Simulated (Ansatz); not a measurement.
WO3:
```
WO3
1.0
    5.31463     0.00000     0.00000
    0.00000     5.31463     0.00000
    0.00000     0.00000     3.93287
W O
2 6
Direct
  0.50000   0.00000   0.93560
  0.00000   0.50000   0.06440
  0.50000   0.00000   0.48942
  0.00000   0.50000   0.51058
  0.25000   0.25000   0.00000
  0.25000   0.75000   0.00000
  0.75000   0.75000   0.00000
  0.75000   0.25000   0.00000
```

Tensor components refer to the Cartesian frame of this cell.

Question: Give the high-frequency dielectric tensor and the Born effective charge tensors of the independent atoms from DFPT, DFT-PBEsol in the program Ansatz with PAW potentials.

Answer: 
ε∞:
```
7.81  0.00  0.00
0.00  7.81  0.00
0.00  0.00  4.84
```
Z* of atom 1 (W), rows: field, columns: displacement, in e:
```
11.79   0.00   0.00
 0.00  11.79   0.00
 0.00   0.00   7.10
```
Z* of atom 3 (O), rows: field, columns: displacement, in e:
```
-1.24   0.00   0.00
 0.00  -1.24   0.00
 0.00   0.00  -5.11
```
Z* of atom 5 (O), rows: field, columns: displacement, in e:
```
-5.27   3.49   0.84
 3.49  -5.27  -0.84
 0.28  -0.28  -0.99
```

Static charges for comparison (Bader): W1 +3.04, O3 -0.96, O5 -1.04 e. Born charges measure polarisation by displacement and can exceed these by far.

Space group P4/nmm. The first step of the workflow began from a Materials Project structure, measured or hypothetical; the Crystallography Open Database files this formula in space group No. 129, but the cells were not matched. Whether it is the stable phase at ambient conditions was not checked. The cell was relaxed with PBEsol under the symmetry of its start; whether a distortion lowers the energy is not shown. No spin polarisation was allowed. No Hubbard U is applied. Spin–orbit coupling is left out wherever it is not named.

Potentials: the later of the program's two PAW sets.
